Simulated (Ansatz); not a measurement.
A geometry of La away from equilibrium: step 2 of the relaxation of a relaxed La cell displaced along its unstable phonon at q = (½, 0, 0) of its primitive reciprocal cell (34i cm⁻¹), largest move 0.15 Å. All values below come from PBE (plane waves to 420 eV, PAW, scalar-relativistic; Ansatz, an electronic-structure program). Γ-centred k-mesh 5×10×10 on the run's cell (coarser than for final values), Fermi–Dirac smearing 0.05 eV.

```yaml
crystal:
  lattice:
    - [6.59359, 0.00000, 0.00000]
    - [0.00000, 3.30918, 0.00000]
    - [0.00000, 0.00000, 3.32099]
  atoms:
    - { symbol: La, position: [0.00000, 0.00000, 0.90674] }
    - { symbol: La, position: [0.50000, 0.00000, 0.09326] }
```

Q: Give the Cartesian forces on all atoms (eV/Å).

A: 
```
atom    Fx    Fy     Fz
----  ----  ----  -----
La1   0.00  0.00  -0.24
La2   0.00  0.00   0.24
```

Q: What is the pressure?

A: +0.3 GPa, compression positive.

Q: How far above the relaxed end point is this geometry?

A: 0.19 eV/atom; the path ends in P6/mmm (No. 191) (AFLOW prototype A_hP1_191_a (A_f, as in Sn)).

No spin polarisation in the result.

The run could not lose the symmetry of its start: the end is stationary, and may be a saddle point rather than a minimum.

The end of the path is a generated cell of La: the first start was made by placing the elements on the sites of a structure type, and the end was not matched to a known phase here, so it may be hypothetical. Known forms of La include space group No. 194.
